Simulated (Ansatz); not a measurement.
HfS$_{2}$ (CdI2 type, P-3m1) at seven volumes, PBE+D3(BJ) (plane waves, PAW; program Ansatz), shape and atoms relaxed at each. One row is withheld.

```
V (Å³/atom)  P (GPa)
-----------  -------
19.702          4.65
20.352          2.67
21.001             ?
21.651          0.01
22.300         -0.80
22.950         -1.29
23.599         -1.64
```

Problem. Fit the shown pressures and predict the withheld one.

Solution. P = (3/2)B₀(x^(7/2) − x^(5/2))[1 + (3/4)(B′ − 4)(x − 1)] with x = (V₀/V)^(2/3). Least squares on the six rows gives V₀ = 21.662 Å³/atom, B₀ = 31.0 GPa, B′ = 10.38. At V = 21.001, x = 1.0209 and P = 1.12 GPa. The run itself gave 1.16 GPa.

The cell was relaxed with PBE+D3(BJ) under the symmetry of its start; phonons on a q-mesh show no instability. No spin polarisation was allowed. Scalar-relativistic: spin–orbit coupling is off unless named, which matters more the heavier the elements.

Potentials: the later of the program's two PAW sets.
